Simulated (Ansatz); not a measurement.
Relaxed-ion elastic tensor of TiSi₂ in space group Fddd (No. 70; Ti on 8b, Si on 16f) in GPa (Voigt order), PBEsol in the plane-wave PAW code Ansatz; density 4.18 g/cm³, 13.79 Å³ per atom.

```
 339  31.6  86.1   0.0   0.0   0.0
31.6   339  26.4   0.0   0.0   0.0
86.1  26.4   427   0.0   0.0   0.0
 0.0   0.0   0.0  76.6   0.0   0.0
 0.0   0.0   0.0   0.0   112   0.0
 0.0   0.0   0.0   0.0   0.0   124
```

Question: Is the crystal mechanically stable?

Answer: Yes: the smallest eigenvalue of C is 76.6 GPa.

Question: Work out the Voigt, Reuss and Hill averages.

Answer: K_V = 155, K_R = 152, K_H = 153; G_V = 127, G_R = 117, G_H = 122 GPa.

Question: Give Young's modulus, Poisson's ratio, Pugh's ratio and the universal anisotropy index.

Answer: E = 9KG/(3K + G) = 289 GPa; ν = 0.19; K/G = 1.26 (brittle by the Pugh limit of 1.75); A_U = 5G_V/G_R + K_V/K_R − 6 = 0.44.

Question: Estimate the sound speeds and the Debye temperature.

Answer: v_l = √((K + 4G/3)/ρ) = 8690 m/s, v_t = √(G/ρ) = 5400 m/s, mean 5950 m/s; Θ = (h/k)(3n/4πV)^(1/3) v_m = 739 K.

Question: Solve the Christoffel equation for the three sound speeds along x, y, z.

Answer: Eigenvalues of C_ijkl n_j n_l equal ρv². In km/s, slowest first: x 5.17, 5.45, 9.01; y 4.28, 5.45, 9.00; z 4.28, 5.17, 10.12.

Question: How much does each axis shrink under pressure?

Answer: Linear compressibilities β_i = Σ_j S_ij (j = 1 to 3): x 2.3, y 2.6, z 1.7 per TPa.

The PBEsol relaxation kept the symmetry of its start; of distortions, only those at the zone centre were tested. No spin polarisation was allowed. As this level gives no gap, shear constants depend on the k-mesh and smearing (Fermi–Dirac, 0.1 eV here).

Potentials: the earlier of the program's two PAW sets.
